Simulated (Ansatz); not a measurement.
This MgCd3Se4 structure is the end of a relaxation. The cell was found from a structure generator's guess, not taken from experiment.

Theory: Ansatz, DFT PBE, scalar-relativistic, plane waves, PAW. Cutoff 420 eV, Γ-centred mesh, Gaussian smearing, no spin polarisation.

```xyz
8
Lattice="6.1428 0.0000 0.0000 0.0000 6.1428 0.0000 0.0000 0.0000 6.1428" Properties=species:S:1:pos:R:3 pbc="T T T"
Mg    0.0000    0.0000    0.0000
Cd    0.0000    3.0714    3.0714
Cd    3.0714    0.0000    3.0714
Cd    3.0714    3.0714    0.0000
Se    4.6398    4.6398    1.5030
Se    4.6398    1.5030    4.6398
Se    1.5030    4.6398    4.6398
Se    1.5030    1.5030    1.5030
```

Energies over the elements count from the elements' standard structures at the same level, with no fitted energy shifts.

Question: What space group does it have?

Answer: P-43m (No. 215), with Mg and Cd ordered on zinc blende sites. Conventional cell: a = 6.143 Å. Mg has 4 Se at 2.60 Å; Cd is surrounded by 4 Se at 2.68 Å; around Se lie 1 Mg at 2.60 Å and 3 Cd at 2.68 Å.

Question: How far does it lie from the elements in energy?

Answer: −0.786 eV/atom. Whether it is stable depends on the other phases of the system, which aren't compared here.

Question: Is it a metal?

Answer: No, the gap on the 6×6×6 mesh is 0.99 eV.

The last run used a 6×6×6 mesh for its 8-atom cell and Gaussian smearing of 0.02 eV. Kohn–Sham gaps at this level usually fall short of measured ones. The reference form of Se is held partly by dispersion forces, which this level lacks. A later test with randomly moved atoms came back to the same energy, though modes that don't fit the test's cell weren't probed.
